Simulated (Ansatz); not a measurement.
Name crystals whose computed values (DFT-PBE in the program Ansatz with PAW potentials) fall in these windows: ε0 42 to 58; B₀ by P(V) fit (GPa) 130 to 170.



| crystal | ε0 | B₀ by P(V) fit (GPa) |
|---|---|---|
| BaHfO3, cubic perovskite | 50.8 | 155 |
Others may fit too.

The cell was relaxed under the symmetry of its start. Rows with no word on spin ran without spin polarisation. Scalar-relativistic: spin–orbit coupling is off unless named, which matters more the heavier the elements.

Potentials: the later of the program's two PAW sets.
